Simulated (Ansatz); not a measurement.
With PBE+D3(BJ) in the plane-wave PAW code Ansatz, BP in the hexagonal phase (P6_222; B on 3d, P on 3c) relaxes to a = 3.247 Å, c = 6.924 Å. Its formation energy from the elements is 0.001 eV/atom, with no fitted shifts.

Electronic character: no gap, with almost no states at the Fermi level (zero-gap or semimetallic).

The bulk modulus is 181 GPa.

The start of the workflow was typed in or built on a structure type; neither database checked (COD, Materials Project) lists it. It is not the phase usual at ambient conditions (space group No. 216). The cell was relaxed with PBE+D3(BJ) under the symmetry of its start; its stability against distortions is not shown here. The references are the lowest solids computed at this level, not always the standard phases.

Potentials: the later of the program's two PAW sets.
